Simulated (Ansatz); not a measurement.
# Li₂Pt: stiffness from a series of strains

```
CELL_PARAMETERS angstrom
4.18600 0.00000 0.00000
-2.09300 3.62518 0.00000
0.00000 0.00000 2.66100
ATOMIC_POSITIONS crystal
Li 0.33333 0.66667 0.50000
Li 0.66667 0.33333 0.50000
Pt 0.00000 0.00000 0.00000
```

Atom numbers follow the list: Li1, Li2, Pt3.

Conventional cell: a = 4.186 Å, b = 4.186 Å, c = 2.661 Å, α = 90.00°, β = 90.00°, γ = 120.00°. Li (atom 1) is surrounded by 5 Li at 2.42 to 2.66 Å and 6 Pt at 2.76 Å. Pt (atom 3) is surrounded by 2 Pt at 2.66 Å and 12 Li at 2.76 Å.

The cell comes from COD entry 1523301, which wasn't checked; take it as a given geometry.

Spin–orbit coupling is left out, though it moves levels of the heavy atoms by tenths of an eV or more.

These are results of Ansatz 0.2.0, DFT, LDA, all-electron LAPW, scalar-relativistic, not measurements.

Settings: a Γ-centred 9×9×12 k mesh, Fermi–Dirac smearing of 0.03 eV, basis error target 1 meV/atom, no spin polarisation.

The strain is applied along the Cartesian axes of the cell as listed (the other components stay zero). Fractional coordinates are held (clamped ions).

σ is the change of stress from the unstrained cell, which is at -4.41 GPa; tension is positive, so slopes are stress–strain coefficients at that pressure. In a metal the k mesh adds noise.

Only quantities that a quadratic follows smoothly over the whole series are listed; rougher ones are left out.

```
εxx = εyy  σzz (GPa)  σxx (GPa)
  -0.0200      -1.45      -2.60
   0.0000       0.00       0.00
   0.0100       0.76       1.08
   0.0200       1.50       2.04
```

(1) Fit the series and read off the stiffness at zero strain.

(2) One run, at εxx = εyy = -0.0100, is withheld. Predict its row.

Results:

(1) Least-squares fits y = p0 + p1 x + p2 x² to the rows give σzz (GPa): p1 = 73.9, p2 = 48; σxx (GPa): p1 = 116, p2 = -690. So C13 + C23 = 74 GPa and C11 + C12 = 116 GPa, for these axes.

(2) The fits give -0.73, -1.23; the run gave -0.68, -1.24.
